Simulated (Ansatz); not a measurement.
Task: Be (fcc (Cu type), Fm-3m) is relaxed with r²SCAN in the plane-wave PAW code Ansatz. What lattice parameters of the conventional cell result?

Result: a = 3.158 Å.

The start of the workflow was typed in or built on a structure type; neither database checked (COD, Materials Project) lists it. It is not the phase usual at ambient conditions (space group No. 194). The r²SCAN relaxation kept the symmetry of its start; its stability against distortions is not shown here.

Potentials: the earlier of the program's two PAW sets.
